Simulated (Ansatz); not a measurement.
Profile along the Au–Au line in SnAu (NiAs type)

SnAu (NiAs type)

```xyz
4
Lattice="4.3327 0.0000 0.0000 -2.1663 3.7522 0.0000 0.0000 0.0000 5.5562" Properties=species:S:1:pos:R:3 pbc="T T T"
Sn     2.1663     1.2507     4.1672
Sn     0.0000     2.5015     1.3891
Au     0.0000     0.0000     2.7781
Au     0.0000     0.0000     0.0000
```

Fields along a shortest Au–Au line of a (1 -1 0 0) plane (2.78 Å), from Au to Au, interpolated on the slice's grid (step about 0.2 Å). All values below come from PBEsol (plane waves to 420 eV, PAW, scalar-relativistic; Ansatz, a program for electronic structure). k mesh 12×12×9. Near the nuclei the fields are pseudised (PAW); where an atom keeps semicore shells as valence, they peak there. SnAu was relaxed with its symmetry unable to fall. Spin-orbit coupling is left out, though Au is heavy.

```tsv
distance from Au (Å)	valence electron density (e/Å³)	electron localisation function
0.00	15.11	x
0.28	11.90	x
0.56	6.41	0.57
0.83	1.88	0.42
1.11	0.56	0.27
1.39	0.36	0.26
1.67	0.56	0.27
1.95	1.88	0.42
2.22	6.41	0.57
2.50	11.90	x
2.78	15.11	x
```

x: too close to a nucleus for the ELF to mean much.

Density on the Au–Au line (2.78 Å) at its midpoint: 0.36 e/Å³. ELF at that point: 0.26.
